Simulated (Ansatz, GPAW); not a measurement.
Given: the input of a run of GPAW 26.7.0 (ASE script) on Zr3Mn. The cell comes from a database or a generator and needn't be the stable form of this composition.

File run.py:

```python
from ase import Atoms
from ase.dft.bandgap import bandgap
from ase.io import write
from ase.units import GPa
from gpaw import GPAW, PW, setup_paths

setup_paths.insert(0, '.')

atoms = Atoms(['Zr', 'Zr', 'Zr', 'Mn'],
              cell=[[4.37322, 0.0, 0.0],
                    [0.0, 4.37322, 0.0],
                    [0.0, 0.0, 4.37322]],
              scaled_positions=[[0.5, 0.5, 0.0],
                                [0.5, 0.0, 0.5],
                                [0.0, 0.5, 0.5],
                                [0.0, 0.0, 0.0]],
              pbc=True)
atoms.set_initial_magnetic_moments([0.0, 0.0, 0.0, 4.0])

calc = GPAW(mode=PW(600),
            xc='PBEsol',
            kpts={'size': (6, 6, 6), 'gamma': True},
            occupations={'name': 'methfessel-paxton', 'order': 0, 'width': 0.1},
            nbands=46,
            convergence={'density': 1e-05, 'energy': 1e-05},
            maxiter=150,
            txt='gpaw.txt')
atoms.calc = calc
energy = atoms.get_potential_energy()
forces = atoms.get_forces()
stress = atoms.get_stress()
calc.write('gs.gpw')
write('result.traj', atoms)
print(f'Energy: {energy:.6f} eV')
print('Forces (eV/A):')
print(forces.round(4))
print('Stress (GPa):', (stress / GPa).round(3))
print('Moments:', calc.get_magnetic_moments().round(3))
print('Fermi level:', round(calc.get_fermi_level(), 4), 'eV')
print(f'Gap: {bandgap(calc)[0]:.4f} eV, direct: {bandgap(calc, direct=True)[0]:.4f} eV')
```

Potentials or basis: PAW data sets generated in the run's folder for this functional, pw.

Command:

```console
$ gpaw-setup -f PBEsol Mn Zr
$ OMP_NUM_THREADS=1 python run.py
```

Task: What does the same run look like in Ansatz 0.2.0? Potentials or basis there: Ansatz PAW, cutoff 420 eV.

Result: As run (cutoffs and basis follow the program's own potentials, and thresholds, step limits or extra output files can differ):

Contents of input.yaml:

```yaml
crystal:
  lattice:
    - [4.37322, 0.0, 0.0]
    - [0.0, 4.37322, 0.0]
    - [0.0, 0.0, 4.37322]
  atoms:
    - { symbol: Zr, position: [0.5, 0.5, 0.0] }
    - { symbol: Zr, position: [0.5, 0.0, 0.5] }
    - { symbol: Zr, position: [0.0, 0.5, 0.5] }
    - { symbol: Mn, position: [0.0, 0.0, 0.0], spin: 4.0 }
hamiltonian:
  xc: pbesol
  pseudopotentials: { kind: paw }
magnetization:
  spin_polarized: true
kpoints:
  mp_grid: { grid: [6, 6, 6] }
scf:
  occupations: { method: gaussian, width: 0.1 }
output:
  forces: true
  stress: true
  eigenvalues: true
```

Potentials or basis: Ansatz PAW.

Run with:

```bash
$ ansatz run input.yaml --threads 2 --pin off --max-ram 5632MiB --backend cpu --events-out ev --progress --plain --runs-dir out
```

Both were run:

|  | GPAW | Ansatz |
| --- | --- | --- |
| Pressure | -4.8 GPa | -4.4 GPa |
| Net moment | 3.25 μB per cell | 3.31 μB per cell |

Ansatz's pressure holds a Pulay term of +0.02 GPa for its cutoff of 420 eV, which the other run lacks.

Ansatz's potentials were made for PBE.

Where Ansatz's input types no cutoff or centring, it takes its own default and a Γ-centred mesh.

The magnetic state is the one that the start led to; the real crystal's order can differ.

Pressure is positive in compression.
